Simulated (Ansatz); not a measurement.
Ni:
```cif
data_Ni
_chemical_formula_sum 'Ni1'
_space_group_name_H-M_alt 'P 1'
_space_group_IT_number 1
_cell_length_a 2.44883
_cell_length_b 2.44883
_cell_length_c 2.44883
_cell_angle_alpha 60.000
_cell_angle_beta 60.000
_cell_angle_gamma 60.000
loop_
_space_group_symop_operation_xyz
  'x, y, z'
loop_
_atom_site_label
_atom_site_type_symbol
_atom_site_fract_x
_atom_site_fract_y
_atom_site_fract_z
_atom_site_occupancy
Ni1 Ni 0.00000 0.00000 0.00000 1
```
Starting moments (μB, in the order of the atoms Ni): 0.7.

Relaxed with PBEsol.

Problem. Which orbitals make up the states near the Fermi level in PBEsol in the plane-wave PAW code Ansatz?

Solution. Within 0.5 eV of the Fermi level: Ni 3d 94 %. Projections are on Löwdin-orthogonalised atomic valence shells; empty p or d shells of many metals are not among them.

Problem. Tabulate the density of states.

Solution. States/eV per cell of 1 atom, in 0.25 eV bins, energy from the Fermi level.

```tsv
E (eV)	total	Ni 3d	Ni 4s
-7.85	0.09	0.00	0.09
-7.60	0.10	0.00	0.10
-7.35	0.11	0.00	0.11
-7.10	0.13	0.01	0.12
-6.85	0.14	0.01	0.12
-6.60	0.15	0.02	0.13
-6.35	0.17	0.02	0.14
-6.10	0.19	0.03	0.15
-5.85	0.22	0.05	0.17
-5.60	0.26	0.07	0.18
-5.35	0.34	0.13	0.20
-5.10	0.52	0.28	0.23
-4.85	0.76	0.51	0.25
-4.60	0.98	0.72	0.24
-4.35	1.24	1.02	0.20
-4.10	1.42	1.25	0.15
-3.85	1.42	1.29	0.09
-3.60	1.63	1.53	0.05
-3.35	1.56	1.47	0.03
-3.10	1.85	1.74	0.04
-2.85	1.84	1.71	0.05
-2.60	2.31	2.15	0.07
-2.35	2.63	2.48	0.07
-2.10	2.29	2.13	0.07
-1.85	2.09	1.96	0.06
-1.60	2.60	2.49	0.05
-1.35	2.21	2.13	0.04
-1.10	2.14	2.07	0.03
-0.85	2.67	2.61	0.04
-0.60	3.02	2.97	0.04
-0.35	1.27	1.21	0.05
-0.10	1.41	1.33	0.06
0.15	1.94	1.85	0.06
0.40	0.70	0.60	0.08
0.65	0.34	0.22	0.09
0.90	0.33	0.19	0.09
1.15	0.31	0.17	0.10
1.40	0.30	0.14	0.10
1.65	0.29	0.12	0.10
1.90	0.28	0.11	0.10
2.15	0.27	0.09	0.10
2.40	0.27	0.08	0.10
2.65	0.26	0.07	0.09
2.90	0.25	0.06	0.08
3.15	0.24	0.06	0.08
3.40	0.23	0.05	0.07
3.65	0.22	0.04	0.07
3.90	0.21	0.04	0.06
4.15	0.20	0.03	0.05
4.40	0.18	0.03	0.05
4.65	0.17	0.02	0.04
```

Space group Fm-3m (fcc (Cu type)). The cell was relaxed with PBEsol under the symmetry of its start. Magnetic state: ferromagnetic, chosen from 3 collinear starts compared on coarse meshes (ties went to the first, and starts can fall back to one state), not a proven ground state. Textbook magnetic order: ferromagnetic.

Potentials: the later of the program's two PAW sets.
